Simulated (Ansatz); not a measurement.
Geometry optimisation in Ansatz: input, command and trajectory.

```yaml
crystal:
  lattice:
    - [-3.780775043, 3.780775043, 5.519338807]
    - [3.780775043, -3.780775043, 5.519338807]
    - [3.780775043, 3.780775043, -5.519338807]
  atoms:
    - { symbol: Cs, position: [0.75, 0.25, 0.5] }
    - { symbol: Cs, position: [0.25, 0.75, 0.5] }
    - { symbol: Au, position: [0.0, 0.0, 0.0] }
    - { symbol: Au, position: [0.5, 0.5, 0.0] }
    - { symbol: Br, position: [0.2342806145, 0.2342806145, 0.468561229] }
    - { symbol: Br, position: [0.2342806145, 0.7657193855, 0.0] }
    - { symbol: Br, position: [0.7657193855, 0.7657193855, 0.531438771] }
    - { symbol: Br, position: [0.7657193855, 0.2342806145, 0.0] }
    - { symbol: Br, position: [0.722595579, 0.722595579, 0.0] }
    - { symbol: Br, position: [0.277404421, 0.277404421, 0.0] }
basis:
  ecutwfc: 420
kpoints:
  mp_grid: { grid: [8, 8, 8] }
hamiltonian:
  xc: lda
scf:
  occupations: { method: gaussian, width: 0.01 }
output:
  forces: true
  stress: true
  eigenvalues: true
relax:
  adjacent_minimum: "off"
  f_tol: 0.01
  max_steps: 30
  cell: { stress_tol: 0.1, fix: [volume] }
```

```bash
ansatz run input.yaml --threads 2 --pin off --max-ram 5120MiB --backend cpu --events-out ev --progress --plain --runs-dir out
```

Level of theory: DFT LDA, scalar-relativistic, plane waves, PAW in Ansatz 0.2.0.

The volume is held at 1.03 times that of the relaxed cell.

Of 5 frames 4 are shown, positions in Å and forces in eV/Å; the SCF threshold varies from step to step. Steps run on the plane waves of an earlier cell, with a Pulay correction in the pressure. The basis is chosen afresh for the last frame, the zero of the energies, and at times for earlier ones too; energy and pressure step there, also at an unchanged geometry.

```xyz
10
Lattice="-3.7808 3.7808 5.5193 3.7808 -3.7808 5.5193 3.7808 3.7808 -5.5193" Properties=species:S:1:pos:R:3:forces:R:3 pbc="T T T" step=1 free_energy_over_end_meV_per_atom=1.48 pressure_GPa=-1.17
Cs    0.0000    3.7808    2.7597    0.0000    0.0000    0.0000
Cs    3.7808    0.0000    2.7597    0.0000    0.0000    0.0000
Au    0.0000    0.0000    0.0000    0.0000    0.0000    0.0000
Au    0.0000    0.0000    5.5193    0.0000    0.0000    0.0000
Br    1.7715    1.7715    0.0000   -0.1056   -0.1056    0.0000
Br    2.0093   -2.0093    5.5193    0.1056   -0.1056    0.0000
Br    2.0093    2.0093    5.5193    0.1056    0.1056    0.0000
Br   -2.0093    2.0093    5.5193   -0.1056    0.1056    0.0000
Br    0.0000    0.0000    7.9765    0.0000    0.0000   -0.2192
Br    0.0000    0.0000    3.0622    0.0000    0.0000    0.2192
10
Lattice="-3.7730 3.7730 5.5420 3.7730 -3.7730 5.5420 3.7730 3.7730 -5.5420" Properties=species:S:1:pos:R:3:forces:R:3 pbc="T T T" step=2 free_energy_over_end_meV_per_atom=0.03 pressure_GPa=-0.69
Cs    0.0000    3.7730    2.7710    0.0000    0.0000    0.0000
Cs    3.7730    0.0000    2.7710    0.0000    0.0000    0.0000
Au    0.0000    0.0000    0.0000    0.0000    0.0000    0.0000
Au    0.0000    0.0000    5.5420    0.0000    0.0000    0.0000
Br    1.7558    1.7558    0.0000   -0.0214   -0.0214    0.0000
Br    2.0173   -2.0173    5.5420    0.0214   -0.0214    0.0000
Br    2.0173    2.0173    5.5420    0.0214    0.0214    0.0000
Br   -2.0173    2.0173    5.5420   -0.0214    0.0214    0.0000
Br    0.0000    0.0000    7.9717    0.0000    0.0000    0.0159
Br    0.0000    0.0000    3.1123    0.0000    0.0000   -0.0159
10
Lattice="-3.7748 3.7748 5.5370 3.7748 -3.7748 5.5370 3.7748 3.7748 -5.5370" Properties=species:S:1:pos:R:3:forces:R:3 pbc="T T T" step=3 free_energy_over_end_meV_per_atom=0.01 pressure_GPa=-0.66
Cs    0.0000    3.7748    2.7685    0.0000    0.0000    0.0000
Cs    3.7748    0.0000    2.7685    0.0000    0.0000    0.0000
Au    0.0000    0.0000    0.0000    0.0000    0.0000    0.0000
Au    0.0000    0.0000    5.5370    0.0000    0.0000    0.0000
Br    1.7525    1.7525    0.0000    0.0129    0.0129    0.0000
Br    2.0223   -2.0223    5.5370   -0.0129    0.0129    0.0000
Br    2.0223    2.0223    5.5370   -0.0129   -0.0129    0.0000
Br   -2.0223    2.0223    5.5370    0.0129   -0.0129    0.0000
Br    0.0000    0.0000    7.9680    0.0000    0.0000   -0.0207
Br    0.0000    0.0000    3.1059    0.0000    0.0000    0.0207
10
Lattice="-3.7746 3.7746 5.5376 3.7746 -3.7746 5.5376 3.7746 3.7746 -5.5376" Properties=species:S:1:pos:R:3:forces:R:3 pbc="T T T" step=5 free_energy_over_end_meV_per_atom=0.00 pressure_GPa=-0.66
Cs    0.0000    3.7746    2.7688    0.0000    0.0000    0.0000
Cs    3.7746    0.0000    2.7688    0.0000    0.0000    0.0000
Au    0.0000    0.0000    0.0000    0.0000    0.0000    0.0000
Au    0.0000    0.0000    5.5376    0.0000    0.0000    0.0000
Br    1.7537    1.7537    0.0000    0.0003    0.0003    0.0000
Br    2.0209   -2.0209    5.5376   -0.0003    0.0003    0.0000
Br    2.0209    2.0209    5.5376   -0.0003   -0.0003    0.0000
Br   -2.0209    2.0209    5.5376    0.0003   -0.0003    0.0000
Br    0.0000    0.0000    7.9673    0.0000    0.0000   -0.0008
Br    0.0000    0.0000    3.1078    0.0000    0.0000    0.0008
```

It took 7.7 min on 2 threads of Intel(R) Xeon(R) Processor @ 2.50GHz (Skylake/Cascade Lake), on a shared host, peak memory 1.1 GiB.

Spin–orbit coupling is left out, which can shift energies with elements as heavy as these.